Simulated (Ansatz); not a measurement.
The relaxed structure here is a generated cell of AlNi: the first start was made by placing the elements on the sites of a structure type, and the end was not matched to a known phase here, so it may be hypothetical. Known forms of AlNi include space group No. 221.

One starting cell of AlNi (a generated cell, AlNi placed in the AFLOW prototype AB_tP4_129_c_c (B11, as in TiCu)) was relaxed twice with Ansatz (plane waves, PAW, scalar-relativistic): with r2SCAN at 500 eV and with PBE at 420 eV. The r2SCAN result:

AlNi is taken in the tetragonal space group P4/nmm, origin choice 1 (No. 129), Pearson symbol tP4. Conventional cell: a = 3.0609 Å, b = 3.0609 Å, c = 5.2424 Å, α = 90.00°, β = 90.00°, γ = 90.00°. Al on 2c has 4 Ni at 2.399 Å and 1 Ni at 2.530 Å and 1 Ni at 2.712 Å and 4 Al at 2.738 Å and 4 Al at 3.061 Å. Ni on 2c sees 4 Al at 2.399 Å and 1 Al at 2.530 Å and 1 Al at 2.712 Å and 4 Ni at 2.630 Å and 4 Ni at 3.061 Å. (Neighbours: up to the widest gap in distance over summed covalent radii, below 1.35, at either atom.)

```json
[
 {"quantity": "space group", "r2SCAN": "P4/nmm", "PBE": "P4/nmm"},
 {"quantity": "volume (Å³/atom)", "r2SCAN": "12.28", "PBE": "___"},
 {"quantity": "a (Å)", "r2SCAN": "3.061", "PBE": "___"},
 {"quantity": "c (Å)", "r2SCAN": "5.242", "PBE": "___"},
 {"quantity": "gap (eV, no spin-orbit coupling)", "r2SCAN": "0.00", "PBE": "___"}
]
```

Question: Fill in the PBE column.

Answer: 
- volume (Å³/atom), PBE: 12.71
- a (Å), PBE: 3.117
- c (Å), PBE: 5.232
- gap (eV, no spin-orbit coupling), PBE: 0.00

Both levels end in the same structure; PBE's volume is 3.5 % larger. Neither column is exact.

No spin polarisation in the result. A magnetic state may lie lower.

The run could not lower the symmetry of its start; a shaken copy of this end point relaxes with r2SCAN to Pmmn (No. 59), 0.02 eV/atom lower.

Ansatz is a program for electronic structure.
